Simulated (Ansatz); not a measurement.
Rb3InS3:
```cif
data_In2Rb6S6
_chemical_formula_sum 'Rb6 In2 S6'
_space_group_name_H-M_alt 'P 1'
_space_group_IT_number 1
_cell_length_a 8.18984
_cell_length_b 8.18984
_cell_length_c 7.92887
_cell_angle_alpha 83.743
_cell_angle_beta 96.257
_cell_angle_gamma 66.702
loop_
_space_group_symop_operation_xyz
  'x, y, z'
loop_
_atom_site_label
_atom_site_type_symbol
_atom_site_fract_x
_atom_site_fract_y
_atom_site_fract_z
_atom_site_occupancy
Rb1 Rb 0.74532 0.74532 0.00000 1
Rb2 Rb 0.25468 0.25468 0.00000 1
Rb3 Rb 0.67875 0.67875 0.50000 1
Rb4 Rb 0.32125 0.32125 0.50000 1
Rb5 Rb 0.11231 0.88769 0.35502 1
Rb6 Rb 0.88769 0.11231 0.64498 1
In1 In 0.67576 0.32424 0.14805 1
In2 In 0.32424 0.67576 0.85195 1
S1 S 0.34605 0.94812 0.72461 1
S2 S 0.65395 0.05188 0.27539 1
S3 S 0.94812 0.34605 0.27539 1
S4 S 0.05188 0.65395 0.72461 1
S5 S 0.60052 0.39948 0.82240 1
S6 S 0.39948 0.60052 0.17760 1
```

Relaxed with r²SCAN.

Q: Which orbitals make up the states near the band edges in r²SCAN in the plane-wave PAW code Ansatz?

A: Top 1 eV of the valence band: S 3p 94 %. Bottom 1 eV of the conduction band: Rb 5s 32 %, S 3p 23 %, In 5s 20 %, S 3s 11 %, outside the projected shells 8 %. Projections are on Löwdin-orthogonalised atomic valence shells; empty p or d shells of many metals are not among them.

Q: Tabulate the density of states.

A: States/eV per cell of 14 atoms, in 0.25 eV bins, energy from the valence-band maximum.

```tsv
E (eV)	total	S 3p	Rb 5s	In 5p
-7.85	0.00	0.00	0.00	0.00
-7.60	0.00	0.00	0.00	0.00
-7.35	0.00	0.00	0.00	0.00
-7.10	0.00	0.00	0.00	0.00
-6.85	0.00	0.00	0.00	0.00
-6.60	0.00	0.00	0.00	0.00
-6.35	0.00	0.00	0.00	0.00
-6.10	0.00	0.00	0.00	0.00
-5.85	0.00	0.00	0.00	0.00
-5.60	0.00	0.00	0.00	0.00
-5.35	0.00	0.00	0.00	0.00
-5.10	0.00	0.00	0.00	0.00
-4.85	0.00	0.00	0.00	0.00
-4.60	0.00	0.00	0.00	0.00
-4.35	8.00	4.15	0.06	0.00
-4.10	0.65	0.35	0.01	0.01
-3.85	7.35	3.97	0.07	0.08
-3.60	0.00	0.00	0.00	0.00
-3.35	0.00	0.00	0.00	0.00
-3.10	0.00	0.00	0.00	0.00
-2.85	0.00	0.00	0.00	0.00
-2.60	0.00	0.00	0.00	0.00
-2.35	1.48	1.04	0.07	0.29
-2.10	14.80	10.56	0.32	3.11
-1.85	7.73	5.68	0.17	1.45
-1.60	0.00	0.00	0.00	0.00
-1.35	13.85	11.15	0.38	1.79
-1.10	10.15	8.47	0.21	1.08
-0.85	8.00	7.40	0.32	0.04
-0.60	14.05	12.28	1.15	0.10
-0.35	29.39	27.69	0.66	0.11
-0.10	28.56	27.50	0.12	0.07
0.15	0.00	0.00	0.00	0.00
0.40	0.00	0.00	0.00	0.00
0.65	0.00	0.00	0.00	0.00
0.90	0.00	0.00	0.00	0.00
1.15	0.00	0.00	0.00	0.00
1.40	0.00	0.00	0.00	0.00
1.65	0.00	0.00	0.00	0.00
1.90	0.00	0.00	0.00	0.00
2.15	0.00	0.00	0.00	0.00
2.40	0.00	0.00	0.00	0.00
2.65	0.00	0.00	0.00	0.00
2.90	0.13	0.02	0.06	0.00
3.15	0.55	0.09	0.25	0.01
3.40	1.11	0.23	0.44	0.02
3.65	3.80	0.94	1.04	0.16
3.90	6.96	1.86	1.13	0.71
4.15	6.52	1.84	0.77	0.73
4.40	3.22	0.54	0.46	0.95
4.65	1.94	0.23	0.36	0.67
4.90	8.72	0.84	2.53	1.44
5.15	13.22	0.97	4.24	1.85
5.40	11.41	0.89	3.44	1.52
5.65	8.89	0.70	1.83	1.41
5.90	12.87	0.92	1.93	2.09
6.15	14.35	0.98	2.17	2.02
6.40	10.14	0.73	1.45	1.68
6.65	14.10	1.05	1.78	2.37
6.90	12.59	0.65	1.47	1.53
7.15	13.87	0.63	1.71	1.22
7.40	14.05	0.59	1.16	1.18
7.65	13.80	0.50	0.91	1.05
```

Space group C2/m. The workflow started from a Materials Project entry (that database holds measured and hypothetical structures alike); the Crystallography Open Database copy checked does not list it. Whether it is the stable phase at ambient conditions was not checked. The r²SCAN relaxation kept the symmetry of its start; its stability against distortions is not shown here. Spin–orbit coupling is left out wherever it is not named.

Potentials: the later of the program's two PAW sets.
